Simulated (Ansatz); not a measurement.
Values for one crystal, relaxed and computed with DFT-r²SCAN in the program Ansatz with PAW potentials; other levels are named.

Volume per atom: 24.02 Å³
Band gap: 1.87 eV (indirect)
Formation energy from the elements (no fitted shifts): -0.99 eV/atom
Smallest direct gap on the standard path: 2.02 eV
Valence-band maximum: at Γ
Conduction-band minimum: on the Γ–Z line, 67 % of the way from Γ (k = 0.000, 0.000, 0.333 in fractions of the reciprocal vectors) (2 equivalent valleys)

Q: Which of these materials gives this?
A. Mg2GeSe4, Pnma (Pearson symbol oP28)
B. MgO, rock salt
C. ZrO2, Pnma (Zr on 4c, O on 4c, O on 4c)
D. MnO2, Pnma (Mn on 4c, O on 4c, O on 4c)

A: A, Mg2GeSe4, Pnma (Pearson symbol oP28)

The workflow started from a Materials Project entry (that database holds measured and hypothetical structures alike); the Crystallography Open Database files this formula in space group No. 62, but the cells were not matched. Whether it is the stable phase at ambient conditions was not checked. The cell was relaxed with r²SCAN under the symmetry of its start; its stability against distortions is not shown here. The references are the lowest solids computed at this level, not always the standard phases. Spin–orbit coupling is left out wherever it is not named.

Potentials: the later of the program's two PAW sets.
